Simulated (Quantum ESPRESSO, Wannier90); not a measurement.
Li3Sb (Fm-3m), plane waves to Wannier functions

```
begin unit_cell_cart
ang
    0.0000000000    3.2724600000    3.2724600000
    3.2724600000    0.0000000000    3.2724600000
    3.2724600000    3.2724600000    0.0000000000
end unit_cell_cart
begin atoms_frac
Li   0.5000000000  0.5000000000  0.5000000000
Li  -0.2500000000 -0.2500000000 -0.2500000000
Li   0.2500000000  0.2500000000  0.2500000000
Sb   0.0000000000  0.0000000000  0.0000000000
end atoms_frac
```

Structure: Materials Project mp-2074, symmetrised, not relaxed again. COD (Crystallography Open Database) has the formula in 2 space groups, this one among them (matched by group alone). Level: PBEsol, spinors with spin-orbit coupling; pw.x of Quantum ESPRESSO at 64 Ry with PseudoDojo potentials, 6×6×6 k-points, Wannier90. Density: 8×8×8 mesh, Gaussian smearing 0.01 Ry.

A tight-binding model is made by disentanglement and projection with no localisation steps (num_iter = 0), so the 32 orbitals stay atom-like: hydrogen-like Li: s;p; Sb: s;p, axes along x, y, z; frozen window up to 2.01 eV relative to the valence-band maximum. It follows pw.x to 6.8 meV rms for states up to 1.5 eV relative to the valence-band maximum. Matrix elements depend on this choice of orbitals and windows.

The 45 largest hoppings ⟨m,0|H|n,R⟩ between different sites (one of each Hermitian pair; signs follow the real orbitals' lobes; the list may end inside a set of equal values):

```json
[
 {"m": "Li1 pz↑", "n": "Sb4 pz↑", "R": "0 0 1", "distance of the centres (Å)": "3.27", "t (eV)": "1.301", "Im t (eV)": "0.000"},
 {"m": "Li1 pz↓", "n": "Sb4 pz↓", "R": "0 0 1", "distance of the centres (Å)": "3.27", "t (eV)": "1.301", "Im t (eV)": "0.000"},
 {"m": "Li1 py↑", "n": "Sb4 py↑", "R": "0 1 0", "distance of the centres (Å)": "3.27", "t (eV)": "1.301", "Im t (eV)": "0.000"},
 {"m": "Li1 py↓", "n": "Sb4 py↓", "R": "0 1 0", "distance of the centres (Å)": "3.27", "t (eV)": "1.301", "Im t (eV)": "0.000"},
 {"m": "Li1 px↑", "n": "Sb4 px↑", "R": "0 1 1", "distance of the centres (Å)": "3.27", "t (eV)": "1.301", "Im t (eV)": "0.000"},
 {"m": "Li1 px↓", "n": "Sb4 px↓", "R": "0 1 1", "distance of the centres (Å)": "3.27", "t (eV)": "1.301", "Im t (eV)": "0.000"},
 {"m": "Li1 px↑", "n": "Sb4 px↑", "R": "1 0 0", "distance of the centres (Å)": "3.27", "t (eV)": "1.301", "Im t (eV)": "0.000"},
 {"m": "Li1 px↓", "n": "Sb4 px↓", "R": "1 0 0", "distance of the centres (Å)": "3.27", "t (eV)": "1.301", "Im t (eV)": "0.000"},
 {"m": "Li1 py↑", "n": "Sb4 py↑", "R": "1 0 1", "distance of the centres (Å)": "3.27", "t (eV)": "1.301", "Im t (eV)": "0.000"},
 {"m": "Li1 py↓", "n": "Sb4 py↓", "R": "1 0 1", "distance of the centres (Å)": "3.27", "t (eV)": "1.301", "Im t (eV)": "0.000"},
 {"m": "Li1 pz↑", "n": "Sb4 pz↑", "R": "1 1 0", "distance of the centres (Å)": "3.27", "t (eV)": "1.301", "Im t (eV)": "0.000"},
 {"m": "Li1 pz↓", "n": "Sb4 pz↓", "R": "1 1 0", "distance of the centres (Å)": "3.27", "t (eV)": "1.301", "Im t (eV)": "0.000"},
 {"m": "Li3 pz↑", "n": "Li2 pz↑", "R": "0 0 1", "distance of the centres (Å)": "3.27", "t (eV)": "1.214", "Im t (eV)": "0.000"},
 {"m": "Li3 pz↓", "n": "Li2 pz↓", "R": "0 0 1", "distance of the centres (Å)": "3.27", "t (eV)": "1.214", "Im t (eV)": "0.000"},
 {"m": "Li3 py↑", "n": "Li2 py↑", "R": "0 1 0", "distance of the centres (Å)": "3.27", "t (eV)": "1.214", "Im t (eV)": "0.000"},
 {"m": "Li3 py↓", "n": "Li2 py↓", "R": "0 1 0", "distance of the centres (Å)": "3.27", "t (eV)": "1.214", "Im t (eV)": "0.000"},
 {"m": "Li3 px↑", "n": "Li2 px↑", "R": "0 1 1", "distance of the centres (Å)": "3.27", "t (eV)": "1.214", "Im t (eV)": "0.000"},
 {"m": "Li3 px↓", "n": "Li2 px↓", "R": "0 1 1", "distance of the centres (Å)": "3.27", "t (eV)": "1.214", "Im t (eV)": "0.000"},
 {"m": "Li3 px↑", "n": "Li2 px↑", "R": "1 0 0", "distance of the centres (Å)": "3.27", "t (eV)": "1.214", "Im t (eV)": "0.000"},
 {"m": "Li3 px↓", "n": "Li2 px↓", "R": "1 0 0", "distance of the centres (Å)": "3.27", "t (eV)": "1.214", "Im t (eV)": "0.000"},
 {"m": "Li3 py↑", "n": "Li2 py↑", "R": "1 0 1", "distance of the centres (Å)": "3.27", "t (eV)": "1.214", "Im t (eV)": "0.000"},
 {"m": "Li3 py↓", "n": "Li2 py↓", "R": "1 0 1", "distance of the centres (Å)": "3.27", "t (eV)": "1.214", "Im t (eV)": "0.000"},
 {"m": "Li3 pz↑", "n": "Li2 pz↑", "R": "1 1 0", "distance of the centres (Å)": "3.27", "t (eV)": "1.214", "Im t (eV)": "0.000"},
 {"m": "Li3 pz↓", "n": "Li2 pz↓", "R": "1 1 0", "distance of the centres (Å)": "3.27", "t (eV)": "1.214", "Im t (eV)": "0.000"},
 {"m": "Li3 s↑", "n": "Li1 s↑", "R": "0 0 0", "distance of the centres (Å)": "2.83", "t (eV)": "-0.991", "Im t (eV)": "0.000"},
 {"m": "Li3 s↓", "n": "Li1 s↓", "R": "0 0 0", "distance of the centres (Å)": "2.83", "t (eV)": "-0.991", "Im t (eV)": "0.000"},
 {"m": "Li1 s↑", "n": "Li3 s↑", "R": "0 0 1", "distance of the centres (Å)": "2.83", "t (eV)": "-0.991", "Im t (eV)": "0.000"},
 {"m": "Li1 s↓", "n": "Li3 s↓", "R": "0 0 1", "distance of the centres (Å)": "2.83", "t (eV)": "-0.991", "Im t (eV)": "0.000"},
 {"m": "Li1 s↑", "n": "Li3 s↑", "R": "0 1 0", "distance of the centres (Å)": "2.83", "t (eV)": "-0.991", "Im t (eV)": "0.000"},
 {"m": "Li1 s↓", "n": "Li3 s↓", "R": "0 1 0", "distance of the centres (Å)": "2.83", "t (eV)": "-0.991", "Im t (eV)": "0.000"},
 {"m": "Li1 s↑", "n": "Li2 s↑", "R": "0 1 1", "distance of the centres (Å)": "2.83", "t (eV)": "-0.991", "Im t (eV)": "0.000"},
 {"m": "Li1 s↓", "n": "Li2 s↓", "R": "0 1 1", "distance of the centres (Å)": "2.83", "t (eV)": "-0.991", "Im t (eV)": "0.000"},
 {"m": "Li1 s↑", "n": "Li3 s↑", "R": "1 0 0", "distance of the centres (Å)": "2.83", "t (eV)": "-0.991", "Im t (eV)": "0.000"},
 {"m": "Li1 s↓", "n": "Li3 s↓", "R": "1 0 0", "distance of the centres (Å)": "2.83", "t (eV)": "-0.991", "Im t (eV)": "0.000"},
 {"m": "Li1 s↑", "n": "Li2 s↑", "R": "1 0 1", "distance of the centres (Å)": "2.83", "t (eV)": "-0.991", "Im t (eV)": "0.000"},
 {"m": "Li1 s↓", "n": "Li2 s↓", "R": "1 0 1", "distance of the centres (Å)": "2.83", "t (eV)": "-0.991", "Im t (eV)": "0.000"},
 {"m": "Li1 s↑", "n": "Li2 s↑", "R": "1 1 0", "distance of the centres (Å)": "2.83", "t (eV)": "-0.991", "Im t (eV)": "0.000"},
 {"m": "Li1 s↓", "n": "Li2 s↓", "R": "1 1 0", "distance of the centres (Å)": "2.83", "t (eV)": "-0.991", "Im t (eV)": "0.000"},
 {"m": "Li1 s↑", "n": "Li2 s↑", "R": "1 1 1", "distance of the centres (Å)": "2.83", "t (eV)": "-0.991", "Im t (eV)": "0.000"},
 {"m": "Li1 s↓", "n": "Li2 s↓", "R": "1 1 1", "distance of the centres (Å)": "2.83", "t (eV)": "-0.991", "Im t (eV)": "0.000"},
 {"m": "Sb4 px↑", "n": "Li2 s↑", "R": "0 0 0", "distance of the centres (Å)": "2.83", "t (eV)": "0.962", "Im t (eV)": "-0.005"},
 {"m": "Sb4 px↑", "n": "Li3 s↑", "R": "0 0 0", "distance of the centres (Å)": "2.83", "t (eV)": "-0.962", "Im t (eV)": "0.005"},
 {"m": "Sb4 px↓", "n": "Li2 s↓", "R": "0 0 0", "distance of the centres (Å)": "2.83", "t (eV)": "0.962", "Im t (eV)": "0.005"},
 {"m": "Sb4 px↓", "n": "Li3 s↓", "R": "0 0 0", "distance of the centres (Å)": "2.83", "t (eV)": "-0.962", "Im t (eV)": "-0.005"},
 {"m": "Sb4 py↑", "n": "Li2 s↑", "R": "0 0 0", "distance of the centres (Å)": "2.83", "t (eV)": "0.962", "Im t (eV)": "0.005"}
]
```
